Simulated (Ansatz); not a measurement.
Relaxed-ion elastic tensor of TaSi₂ in space group P6_422 (No. 181; Ta on 3c, Si on 6i) in GPa (Voigt order), the program Ansatz at the PBEsol level (PAW); density 9.17 g/cm³, 14.31 Å³ per atom.

```
      1     2     3    4    5    6
-  ----  ----  ----  ---  ---  ---
1   382  80.0  94.6  0.0  0.0  0.0
2  80.0   382  94.6  0.0  0.0  0.0
3  94.6  94.6   481  0.0  0.0  0.0
4   0.0   0.0   0.0  140  0.0  0.0
5   0.0   0.0   0.0  0.0  140  0.0
6   0.0   0.0   0.0  0.0  0.0  151
```

### Question
Is the crystal mechanically stable?

### Answer
Yes: the smallest eigenvalue of C is 140 GPa.

### Question
Work out the Voigt, Reuss and Hill averages.

### Answer
K_V = 198, K_R = 195, K_H = 197; G_V = 151, G_R = 150, G_H = 151 GPa.

### Question
Give Young's modulus, Poisson's ratio, Pugh's ratio and the universal anisotropy index.

### Answer
E = 9KG/(3K + G) = 360 GPa; ν = 0.19; K/G = 1.31 (brittle by the Pugh limit of 1.75); A_U = 5G_V/G_R + K_V/K_R − 6 = 0.06.

### Question
Estimate the sound speeds and the Debye temperature.

### Answer
v_l = √((K + 4G/3)/ρ) = 6590 m/s, v_t = √(G/ρ) = 4050 m/s, mean 4470 m/s; Θ = (h/k)(3n/4πV)^(1/3) v_m = 549 K.

### Question
Solve the Christoffel equation for the three sound speeds along x, y, z.

### Answer
Eigenvalues of C_ijkl n_j n_l equal ρv². In km/s, slowest first: x 3.91, 4.06, 6.46; y 3.91, 4.06, 6.46; z 3.91, 3.91, 7.24.

### Question
How much does each axis shrink under pressure?

### Answer
Linear compressibilities β_i = Σ_j S_ij (j = 1 to 3): x 1.9, y 1.9, z 1.3 per TPa.

The workflow started from a Materials Project entry (that database holds measured and hypothetical structures alike); the Crystallography Open Database files this formula in space group No. 181, but the cells were not matched. Whether it is the stable phase at ambient conditions was not checked. The cell was relaxed with PBEsol under the symmetry of its start; of distortions, only those at the zone centre were tested. The run is not spin-polarised. As this level gives no gap, shear constants depend on the k-mesh and smearing (Fermi–Dirac, 0.1 eV here). On the denser mesh and wider smearing of the elastic run this cell carries a stress of 0.4 GPa. Spin–orbit coupling is left out wherever it is not named.

Potentials: the earlier of the program's two PAW sets.
